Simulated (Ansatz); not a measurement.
## How much do the gradients of Ga4SnS7 depend on the method?

Cell: a measured structure from the Crystallography Open Database (COD), its atoms then relaxed with PBE in this cell.

Space group Pc (No. 7); a = 7.2690, b = 6.3610, c = 12.4080 Å, β = 106.56°.

| site | Wyckoff | site symmetry | x | y | z |
| --- | --- | --- | --- | --- | --- |
| Ga1 | 2a | 1 | 0.3763 | 0.4237 | 0.3309 |
| Ga3 | 2a | 1 | 0.6327 | 0.9251 | 0.3246 |
| Ga5 | 2a | 1 | 0.4995 | 0.7529 | 0.5655 |
| Ga7 | 2a | 1 | 0.1252 | 0.9383 | 0.3218 |
| Sn | 2a | 1 | 0.9743 | 0.6200 | 0.5191 |
| S11 | 2a | 1 | 0.0835 | 0.2744 | 0.2579 |
| S13 | 2a | 1 | 0.7362 | 0.9407 | 0.5181 |
| S15 | 2a | 1 | 0.6118 | 0.2662 | 0.2617 |
| S17 | 2a | 1 | 0.3409 | 0.7561 | 0.2477 |
| S19 | 2a | 1 | 0.2166 | 0.9356 | 0.5160 |
| S21 | 2a | 1 | 0.8581 | 0.7318 | 0.2762 |
| S23 | 2a | 1 | 0.4967 | 0.4134 | 0.5175 |

One atom of each set is listed.

First run. The numbers come from a DFT calculation in Ansatz (PBE, plane waves and PAW, scalar-relativistic, 420 eV cutoff, Γ-centred 4×5×3 k-points, Fermi–Dirac smearing 0.02 eV).

```tsv
site	V_zz (10²¹ V/m²)	η
Ga1	-5.92	0.57
Ga3	-2.41	0.98
Ga5	4.35	0.95
Ga7	-3.18	0.79
Sn	-13.61	0.39
S11	-11.74	0.45
S13	-5.44	0.64
S15	-8.86	0.11
S17	-8.17	0.08
S19	-6.05	0.80
S21	7.99	0.95
S23	-12.24	0.60
```

Second run. The same atoms and settings, except that spin–orbit coupling is included (fully relativistic PAW files).

(1) Given the first result, estimate the second.

Results:

(1) 

| site | V_zz | η | change of V_zz |
| --- | --- | --- | --- |
| Ga1 | -5.91 | 0.57 | +0.01 |
| Ga3 | -2.41 | 0.98 | 0.00 |
| Ga5 | 4.34 | 0.95 | -0.01 |
| Ga7 | -3.18 | 0.79 | 0.00 |
| Sn | -13.66 | 0.39 | -0.05 |
| S11 | -11.74 | 0.44 | 0.00 |
| S13 | -5.43 | 0.63 | +0.01 |
| S15 | -8.86 | 0.11 | 0.00 |
| S17 | -8.17 | 0.08 | 0.00 |
| S19 | -6.04 | 0.80 | +0.01 |
| S21 | 7.98 | 0.95 | -0.01 |
| S23 | -12.25 | 0.60 | -0.01 |

The largest change of V_zz is on Sn, from -13.61 to -13.66.
